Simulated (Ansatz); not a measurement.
Method: DFT PBE, scalar-relativistic, plane waves, PAW in Ansatz. All cells share a 420 eV cutoff and Γ-centred k meshes spaced at most about 0.3 Å⁻¹ (2π included). No spin polarisation in the final relaxations.

These are static total energies at zero pressure.

Compare these two cells of ZrTi3O8, each relaxed at this level.

A.

```
Zr Ti O
1.0
     3.38122   -3.29407    0.00000
     3.38122    3.29407    0.00000
    -0.03585    0.00000    6.13419
Zr Ti O
1 3 8
Direct
  0.99439 0.99439 0.50312
  0.02219 0.02219 0.00364
  0.49149 0.49149 0.73272
  0.51654 0.51654 0.22195
  0.30347 0.30347 0.00352
  0.30586 0.30586 0.51352
  0.79732 0.19776 0.76871
  0.80075 0.19762 0.23876
  0.69152 0.69152 0.00610
  0.68120 0.68120 0.50050
  0.19776 0.79732 0.76871
  0.19762 0.80075 0.23876
```

B.

```
Zr Ti O
1.0
     3.31212   -3.34182    0.00000
     3.31212    3.34182    0.00000
     0.00000    0.00000    6.09473
Zr Ti O
1 3 8
Direct
  0.00000 0.00000 0.50000
  0.00000 0.00000 0.00000
  0.50000 0.50000 0.24408
  0.50000 0.50000 0.75592
  0.69357 0.30643 0.00000
  0.68572 0.31428 0.50000
  0.19960 0.19960 0.23481
  0.19960 0.19960 0.76519
  0.30643 0.69357 0.00000
  0.31428 0.68572 0.50000
  0.80040 0.80040 0.23481
  0.80040 0.80040 0.76519
```

Problem. Which would you expect to be lower, and how large is the difference?

Solution. A is lower, by 4 meV/atom. A has Zr and Ti ordered on rutile sites, space group Cm (No. 8), 11.4 Å³/atom and a gap of 2.22 eV on its mesh; B has Zr and Ti ordered on rutile sites, space group Cmmm (No. 65), 11.2 Å³/atom and a gap of 1.95 eV. Counting O atoms around Ti and Zr (those within 1.25 times the shortest such distance or 1.15 times the sum of covalent radii, 1.27 where that leaves under three; a plus sign parts nearer from farther groups; a slash parts the counts of unlike sites), A has Zr 6, Ti 1+4+1/5+1/6 and B has Zr 6, Ti 6. In A, Zr is surrounded by 6 O at 2.08–2.12 Å, 2 Ti at 3.07 Å, 4 O at 3.53 Å, 7 Ti at 3.58–3.72 Å and 4 O at 3.66–3.72 Å; Ti on its first site is surrounded by 5 O at 1.90–1.96 Å, 1 O at 2.24 Å and 2 Zr at 3.07 Å; O on a site of symmetry m is surrounded by 2 Ti at 1.90–1.96 Å and 1 Ti at 2.10 Å; 7 more sites not described. In B, Zr has 6 O at 2.09–2.10 Å, 2 Ti at 3.05 Å, 4 O at 3.54 Å, 8 Ti at 3.66–3.69 Å and 4 O at 3.67 Å; around Ti on a site of symmetry mmm lie 6 O at 1.95–2.05 Å and 2 Zr at 3.05 Å; O on a site of symmetry m2m is surrounded by 3 Ti at 1.97–2.05 Å; 3 more sites not described. Both come from invented guesses.

Kohn–Sham gaps at this level usually fall short of measured ones. Cells relaxed within their symmetry can be saddle points. The Cm cell of ZrTi3O8 came from shaking the Cmmm one.
